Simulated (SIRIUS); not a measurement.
SIRIUS run on GaSb (F-43m, 8 atoms in the cell; from Materials Project mp-1156, changed as shown): self-consistent single point.

Method: PBE, GBRV PBE ultrasoft pseudopotentials (plane waves; SIRIUS 7.12.0).

The change in words: lattice scaled by 0.98. Reference geometry (F-43m):
```
CELL_PARAMETERS angstrom
      6.13721     0.00000     0.00000
      0.00000     6.13721     0.00000
      0.00000     0.00000     6.13721
ATOMIC_POSITIONS crystal
  Ga 0.00000 0.00000 0.00000
  Ga 0.00000 0.50000 0.50000
  Ga 0.50000 0.00000 0.50000
  Ga 0.50000 0.50000 0.00000
  Sb 0.25000 0.25000 0.25000
  Sb 0.25000 0.75000 0.75000
  Sb 0.75000 0.25000 0.75000
  Sb 0.75000 0.75000 0.25000
```

Reference input (self-consistent single point, DFT, PBE, plane waves, GBRV PBE ultrasoft pseudopotentials): parameters.ngridk = 4 4 4; parameters.xc_functionals = [XC_GGA_X_PBE, XC_GGA_C_PBE]; parameters.gk_cutoff = 6.325 1/bohr; parameters.pw_cutoff = 14.143 1/bohr; parameters.smearing = fermi_dirac; parameters.smearing_width = 0.00183747 Ha; potentials = GBRV PBE ultrasoft pseudopotentials; parameters.electronic_structure_method = pseudopotential; parameters.num_bands = 82; parameters.num_mag_dims = 0; parameters.num_dft_iter = 100; parameters.energy_tol = 1e-07 Ha. This run's input differs from it in these lines:

```diff
@@ -32,5 +32,5 @@
     "lattice_vectors": [
-      [11.5976460693, 0.0, 0.0],
-      [0.0, 11.5976460693, 0.0],
-      [0.0, 0.0, 11.5976460693]
+      [11.3656935259, 0.0, 0.0],
+      [0.0, 11.3656935259, 0.0],
+      [0.0, 0.0, 11.3656935259]
     ],
@@ -45,11 +45,11 @@
         [0.0, 0.0, 0.0],
-        [0.0, 5.7988230347, 5.7988230347],
-        [5.7988230347, 0.0, 5.7988230347],
-        [5.7988230347, 5.7988230347, 0.0]
+        [0.0, 5.6828467629, 5.6828467629],
+        [5.6828467629, 0.0, 5.6828467629],
+        [5.6828467629, 5.6828467629, 0.0]
       ],
       "Sb": [
-        [2.8994115173, 2.8994115173, 2.8994115173],
-        [2.8994115173, 8.698234552, 8.698234552],
-        [8.698234552, 2.8994115173, 8.698234552],
-        [8.698234552, 8.698234552, 2.8994115173]
+        [2.8414233815, 2.8414233815, 2.8414233815],
+        [2.8414233815, 8.5242701444, 8.5242701444],
+        [8.5242701444, 2.8414233815, 8.5242701444],
+        [8.5242701444, 8.5242701444, 2.8414233815]
       ]
```

The program printed (abridged):

```
[find] density tolerance         : 1e-06
[find] total energy tolerance    : 1e-07
[find] iter_solver_tol (initial) : 0.01
[find] iter_solver_tol (target)  : 1e-13
[find] num_dft_iter              : 100
Charges and magnetic moments
--------------------------------------------------------------------------------
total charge          : 136.000000
[find] | SCF iteration   0 out of 100|
[diagonalize] iterative solver tolerance (occupied, empty): 0.01 0.01
[diagonalize] average number of iterations: 4.4
[find] Charges and magnetic moments
[find] total charge          : 136.000000
[find] Energy
   [... lines left out ...]

[find] Charges and magnetic moments
[find] total charge          : 136.000000
[find] Energy
[find] smearing (-TS)                 :      -0.00002163
[find] Total energy                   :   -1200.61421613 (Ha),   -2401.22843226 (Ry)
[find] Free energy (E-TS)             :   -1200.61423776 (Ha),   -2401.22847553 (Ry)
[find] band gap (eV)                  :       0.40756573
[find] Efermi                         :       0.33783399
[find] iteration : 21, RMS (target) : 8.7202e-07 (1.0000e-06) , energy difference (target) : -2.6657e-09 (1.0000e-07)
[find] bands are converged : true
[find] iterative solver converged : false
[find] converged after 22 SCF iterations!
[find] Charges and magnetic moments
[find] total charge          : 136.000000
[find] Energy
[find] smearing (-TS)                 :      -0.00002163
[find] Total energy                   :   -1200.61421613 (Ha),   -2401.22843226 (Ry)
[find] Free energy (E-TS)             :   -1200.61423776 (Ha),   -2401.22847553 (Ry)
[find] band gap (eV)                  :       0.40756573
[find] Efermi                         :       0.33783399
[ground_state] === stress tensor components [kbar] ===
[ground_state] === stress_total ===
[ground_state]   -51.751044    0.000000   -0.000000
[ground_state]     0.000000  -51.751044    0.000000
[ground_state]    -0.000000    0.000000  -51.751044
[ground_state] ==== total Forces in Ha/bohr =====
[ground_state] atom:    0, force:       0.0000000      0.0000000     -0.0000000
   [... zero for the other atoms too ...]
```

The run converged in 22 iterations. SIRIUS prints the stress tensor with tension positive. Against the reference run the free energy rises by 38.2 meV/atom, the pressure goes from 1.58 to 5.18 GPa and a clean gap of 0.41 eV is found, where there was none.

Spin-orbit coupling is left out, which matters for bands and gaps with elements this heavy. The structure comes from a collection of computed structures, made at another level of theory; the collection holds predicted forms beside known ones.

Cost on one core: roughly 2.9 core-minutes.

The gap that the log prints is read on the run's mesh, which can miss the band edges or a crossing.
